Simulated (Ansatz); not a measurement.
# Kick test of a cell of Be3ZnSe

The cell was found from a proposed guess, not taken from experiment.

All numbers below come from DFT PBE, scalar-relativistic, plane waves, PAW in Ansatz. Plane waves to 420 eV, a k mesh through Γ of 12×12×4 on the computed 10-atom cell and Gaussian smearing (0.10 eV); no spin polarisation.

The cell below (10 atoms, space group P3m1 (No. 156)) is relaxed within its symmetry.

```xyz
10
Lattice="3.6622 0.0000 0.0000 -1.8311 3.1715 0.0000 0.0000 0.0000 11.9719" Properties=species:S:1:pos:R:3 pbc="T T T"
Be    0.0000    2.1144    1.0576
Be    0.0000    2.1144    5.7557
Be    0.0000    2.1144    8.2017
Be    1.8311    1.0572    4.2942
Be    1.8311    1.0572    8.7627
Be    0.0000    0.0000    7.6255
Zn    1.8311    1.0572    6.5675
Zn    0.0000    0.0000    9.8772
Se    0.0000    2.1144    3.3989
Se    0.0000    0.0000    0.3919
```

For the test it was strained at random (σ = 1.5 % a component), the atoms were moved at random (σ = 0.15 Å), and all was relaxed again on a coarse 6×6×2 mesh (in the run’s order of axes) with 0.20 eV smearing, with no symmetry imposed.

Q: Is the structure stable against such a distortion?

A: It returns, within 1 meV/atom of the unmoved cell on that mesh and with the same symmetry when read at 0.1 Å. No instability shows in this cell; modes of other wave vectors, which need another repeat, aren't tested.
